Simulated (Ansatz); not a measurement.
Fe$_{3}$Co:
Space group P4/mmm (No. 123); a = b = 3.9640 Å, c = 2.7970 Å, α = β = γ = 90.00°

```csv
atom,site,symmetry,x,y,z
Fe,1c,4/mmm,0.5000,0.5000,0.0000
Fe,2e,mmm.,0.0000,0.5000,0.5000
Co,1a,4/mmm,0.0000,0.0000,0.0000
```
The run is spin-polarised.

Relaxed at zero pressure with PBEsol (plane waves, PAW; program Ansatz).

Q: The volume is lowered by 6 % and shape and atoms relax at that volume. What pressure results, and how do the axes share the change?

A: 15.5 GPa; a -2.1 %, b -2.1 %, c -1.9 %; the energy rises by 30 meV/atom.

Q: Give the new structure.

A: 
Space group P4/mmm (No. 123); a = 3.881 Å, b = 3.881 Å, c = 2.743 Å, α = 90.00°, β = 90.00°, γ = 90.00°

| atom | site | symmetry | x | y | z |
|---|---|---|---|---|---|
| Fe | 1c | 4/mmm | 0.5000 | 0.5000 | 0.0000 |
| Fe | 2e | mmm. | 0.0000 | 0.5000 | 0.5000 |
| Co | 1a | 4/mmm | 0.0000 | 0.0000 | 0.0000 |

The phase is kept; no other phase was compared at this pressure.

The workflow started from a Materials Project entry (that database holds measured and hypothetical structures alike); the Crystallography Open Database copy checked does not list it. Its standing as an ambient phase is unchecked. The PBEsol relaxation kept the symmetry of its start; its stability against distortions is not shown here. Spin order of the final state: ferromagnetic, chosen from 5 collinear starts compared on coarse meshes (ties went to the first, and starts can fall back to one state), not a proven ground state. Axis ratios of metals converge slowly with the k-mesh, so a and c are less sure than the volume.

Potentials: the later of the program's two PAW sets.
